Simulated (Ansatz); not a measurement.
BeS in space group P6_422 (No. 181; Be on 3c, S on 3d) under volume change, PBEsol in the plane-wave PAW code Ansatz, shape and atoms relaxed at each volume.

```csv
V (Å³/atom),E − E(relaxed) (meV/atom),P (GPa)
11.926,?,?
12.319,17.1,7.31
12.712,4.1,3.39
13.105,0.0,0.00
13.498,?,?
13.891,14.1,-5.48
14.285,30.3,-7.68
```

**Question.** Fill in the missing entries.

**Answer.** 
- 13.498, E − E(relaxed) (meV/atom): 3.7
- 13.498, P (GPa): -2.94
- 11.926, E − E(relaxed) (meV/atom): 40.4
- 11.926, P (GPa): 11.85

**Question.** What does a third-order Birch–Murnaghan fit give for V₀, B₀ and B′?

**Answer.** V₀ = 13.10 Å³/atom, B₀ = 105 GPa, B′ = 3.8.

The start of the workflow was typed in or built on a structure type; neither database checked (COD, Materials Project) lists it. COD files the formula under space group No. 216, so this cell is another polymorph or a model. Whether it is the stable phase at ambient conditions was not checked. Symmetry was held in the PBEsol relaxation; phonons on a q-mesh show no instability.

Potentials: the later of the program's two PAW sets.
